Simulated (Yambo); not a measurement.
Yambo run on SrMg₂FeH₈ (space group P-3m1, No. 164). The wavefunctions are LDA (Quantum ESPRESSO, PseudoDojo norm-conserving, 90 Ry, scalar-relativistic) ones on a 3×3×2 mesh (27 occupied bands); a = b = 4.469 Å, c = 6.518 Å, α = β = 90.00°, γ = 120.00°.

Yambo input:

```
rim_cut
gw0
dyson
el_el_corr
HF_and_locXC
ppa
em1d
RandQpts= 1000000
RandGvec= 1 Ry
EXXRLvcs= 90 Ry
VXCRLvcs= 360 Ry
Chimod= "HARTREE"
% BndsRnXp
 13 | 213 |
%
NGsBlkXp= 8 Ry
% LongDrXp
 1.0 | 1.0 | 1.0 |
%
PPAPntXp= 27.2114 eV
% GbndRnge
 1 | 81 |
%
GTermKind= "none"
DysSolver= "n"
ExtendOut
% QPkrange
 3 | 3 | 27 | 28 |
 6 | 6 | 27 | 27 |
%
```

k points by index: 3 = (0, 0.333, 0), 6 = H.

Resulting energies as the program prints them:

```
#    K-point    Band    Eo [eV]    E [eV]    E-Eo [eV]    Vxc [eV]    Vnlxc [eV]    Sc|Eo [eV]    Sc|E [eV]    dSc/dw|Eo [eV]    Re(Z)    Im(Z)
#
    3    27    -0.138720    0.240336    0.379056    -23.77770    -28.99697    5.740428    5.598333    -10.20520    0.727251    -0.001715
    3    28    1.940753    3.393065    1.452312    -17.92520    -12.65909    -3.403332    -3.813797    -7.689994    0.779662    -0.001501
    6    27    0.000000    0.409753    0.409753    -24.89873    -30.46780    6.136236    5.978829    -10.45783    0.722373    -0.001751
```
(The two width columns are left out.) Convergence of these settings isn't established.

Geometry of the Materials Project entry, not relaxed at this level.

The structure is a Materials Project entry; no match was found in the copy of COD used, and its stability was not checked.

The runs are not spin-polarised; magnetic order was not tried.
